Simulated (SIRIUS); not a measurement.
A self-consistent single point of a model cell of Rb (Pm-3m, 1 atom in the cell; prototype structure) with SIRIUS.

All values come from this method and carry its errors: PBE, GBRV PBE ultrasoft pseudopotentials (plane waves; SIRIUS 7.12.0).

```xyz
1
Lattice="4.5684 0.0000 0.0000 0.0000 4.5684 0.0000 0.0000 0.0000 4.5684" Properties=species:S:1:pos:R:3 pbc="T T T"
Rb     0.0000     0.0000     0.0000
```

Reference input (self-consistent single point, DFT, PBE, plane waves, GBRV PBE ultrasoft pseudopotentials): parameters.ngridk = 10 10 10; parameters.xc_functionals = [XC_GGA_X_PBE, XC_GGA_C_PBE]; parameters.gk_cutoff = 6.325 1/bohr; parameters.pw_cutoff = 14.143 1/bohr; parameters.smearing = gaussian; parameters.smearing_width = 0.00183747 Ha; potentials = GBRV PBE ultrasoft pseudopotentials; parameters.electronic_structure_method = pseudopotential; parameters.num_bands = 9; parameters.num_mag_dims = 0; parameters.num_dft_iter = 100; parameters.energy_tol = 1e-07 Ha. This run's input differs from it in these lines:

```diff
@@ -16,3 +16,3 @@
     "pw_cutoff": 14.143,
-    "ngridk": [10, 10, 10],
+    "ngridk": [7, 7, 7],
     "smearing": "gaussian",
```

Output (repeated stretches shortened):

```
[find] density tolerance         : 1e-06
[find] total energy tolerance    : 1e-07
[find] iter_solver_tol (initial) : 0.01
[find] iter_solver_tol (target)  : 1e-13
[find] num_dft_iter              : 100
Charges and magnetic moments
--------------------------------------------------------------------------------
total charge          : 9.000000
[find] | SCF iteration   0 out of 100|
[diagonalize] iterative solver tolerance (occupied, empty): 0.01 0.01
[diagonalize] average number of iterations: 2.25
[find] Charges and magnetic moments
[find] total charge          : 9.000000
[find] Energy
[find] smearing (-TS)                 :      -0.00003298
   [... lines left out ...]

[find] Charges and magnetic moments
[find] total charge          : 9.000000
[find] Energy
[find] smearing (-TS)                 :      -0.00000891
[find] Total energy                   :     -26.57486077 (Ha),     -53.14972153 (Ry)
[find] Free energy (E-TS)             :     -26.57486967 (Ha),     -53.14973934 (Ry)
[find] band gap (eV)                  :       0.00000000
[find] Efermi                         :       0.06679060
[find] iteration : 20, RMS (target) : 4.1476e-07 (1.0000e-06) , energy difference (target) : 4.6576e-12 (1.0000e-07)
[find] bands are converged : true
[find] iterative solver converged : false
[find] converged after 21 SCF iterations!
[find] Charges and magnetic moments
[find] total charge          : 9.000000
[find] Energy
[find] smearing (-TS)                 :      -0.00000891
[find] Total energy                   :     -26.57486077 (Ha),     -53.14972153 (Ry)
[find] Free energy (E-TS)             :     -26.57486967 (Ha),     -53.14973934 (Ry)
[find] band gap (eV)                  :       0.00000000
[find] Efermi                         :       0.06679060
[ground_state] === stress tensor components [kbar] ===
[ground_state] === stress_total ===
[ground_state]    -0.891175    0.000000    0.000000
[ground_state]     0.000000   -0.891175   -0.000000
[ground_state]     0.000000   -0.000000   -0.891175
[ground_state] ==== total Forces in Ha/bohr =====
[ground_state] atom:    0, force:       0.0000000      0.0000000      0.0000000
```

The run converged in 21 iterations. SIRIUS prints the stress tensor with tension positive. Against the reference run the free energy drops by 2.5 meV/atom and the pressure moves little (0.08 to 0.09 GPa).

The cell was set up from a structure prototype or typed lattice constants and was not relaxed beforehand at this level. This run is one point of a test of settings, so its values need not be converged; read them against the reference run alone.

Cost on one core: very roughly 13 core-seconds.

The gap that the log prints is read on the run's mesh, which can miss the band edges or a crossing.
